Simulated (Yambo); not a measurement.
CO2 (space group Cmce, No. 64), G0W0@PBEsol in Yambo with this input:

```
rim_cut
gw0
dyson
el_el_corr
HF_and_locXC
ppa
em1d
RandQpts= 1000000
RandGvec= 1 Ry
EXXRLvcs= 84 Ry
VXCRLvcs= 336 Ry
Chimod= "HARTREE"
% BndsRnXp
 1 | 153 |
%
NGsBlkXp= 8 Ry
% LongDrXp
 1.0 | 1.0 | 1.0 |
%
PPAPntXp= 27.2114 eV
% GbndRnge
 1 | 153 |
%
GTermKind= "BG"
DysSolver= "n"
ExtendOut
```

On a 4×4×2 mesh, with wavefunctions cut at 84 Ry, the gap ((-0.5, -0.5, 0) → Γ) is 10.180 eV and the valence edge shifts by -2.141 eV.

What happens with this change: 1 Ry block?

The gap rises by 0.835 eV, to 11.015 eV; the shift of the valence edge becomes -2.630 eV. Neither run is shown to be the converged limit.

Geometry of the Materials Project entry, not relaxed at this level; primitive cell a = 3.5563 Å, b = 3.5563 Å, c = 6.5872 Å, α = 90.00°, β = 90.00°, γ = 84.34°.

The structure is a Materials Project entry; no match was found in the copy of COD used, and its stability was not checked.

A shift is the quasiparticle energy of the state minus its PBEsol energy.

The distance between layers or molecules is the database entry's, not relaxed here. Functionals without dispersion can leave it too large, which widens gaps and weakens the response across layers: the numbers belong to this cell.
